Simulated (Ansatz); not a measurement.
RhPb (CsCl type, Pm-3m) under volume change, plane-wave PAW PBE (Ansatz code), scaled uniformly.

```
V (Å³/atom)  E − E(relaxed) (meV/atom)  P (GPa)
-----------  -------------------------  -------
17.599                            67.1    13.64
18.180                             [?]      [?]
18.760                             6.6     3.73
19.340                             0.0     0.00
19.920                             5.8    -3.12
20.500                             [?]      [?]
21.081                            46.6    -7.84
```

Question: Some entries are withheld; supply them.

Answer: 
- 18.180, E − E(relaxed) (meV/atom): 27.9
- 18.180, P (GPa): 8.21
- 20.500, E − E(relaxed) (meV/atom): 22.0
- 20.500, P (GPa): -5.71

Question: What does a third-order Birch–Murnaghan fit give for V₀, B₀ and B′?

Answer: V₀ = 19.34 Å³/atom, B₀ = 114 GPa, B′ = 5.1.

A made-up cell: these elements were put on the sites of a structure type; neither database checked (COD, Materials Project) lists it. COD files the formula under space group No. 191, so this cell is another polymorph or a model. Whether it is the stable phase at ambient conditions was not checked. Symmetry was held in the PBE relaxation; whether a distortion lowers the energy is not shown. No spin polarisation was allowed. Scalar-relativistic: spin–orbit coupling is off unless named, which matters more the heavier the elements.

Potentials: the earlier of the program's two PAW sets.
